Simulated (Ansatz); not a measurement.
CaZrN2 in space group Pna2_1 (No. 33; Ca on 4a, Zr on 4a, N on 4a, N on 4a), the program Ansatz at the PBE level (PAW). The conduction-band minimum lies on the Y–Γ line, 38 % of the way from Y, with 2 equivalent valleys. Second derivatives d²E/dk² of the lowest band at one valley (eV·Å²), along Cartesian directions:

```
direction  d²E/dk²
---------  -------
[100]        7.659
[010]        9.519
[001]        7.448
[110]        8.587
[101]        7.551
[011]        8.491
```

**Question.** Find the principal effective masses, the density-of-states mass and the conductivity mass.

**Answer.** Off-diagonal terms follow from H_xy = H[110] − (H_xx + H_yy)/2, and m*/mₑ = 7.620 eV·Å² over each eigenvalue: 0.80, 0.99, 1.0. One valley's DOS mass (m₁m₂m₃)^(1/3) = 0.93, conductivity mass 3/(Σ 1/mᵢ) = 0.93 mₑ.

**Question.** What effective density of states Nc follows at 300 K for parabolic valleys?

**Answer.** Nc = 2.509e19 × 2 × (0.93)^(3/2) ≈ 4.5e19 cm⁻³.

The start of the workflow was typed in or built on a structure type; neither database checked (COD, Materials Project) lists it. Whether it is the stable phase at ambient conditions was not checked. Symmetry was held in the PBE relaxation; whether a distortion lowers the energy is not shown. No spin polarisation was allowed. Scalar-relativistic: spin–orbit coupling is off unless named, which matters more the heavier the elements.

Potentials: the earlier of the program's two PAW sets.

Edges and masses are those of Kohn–Sham bands, whose gap is no quasiparticle gap.
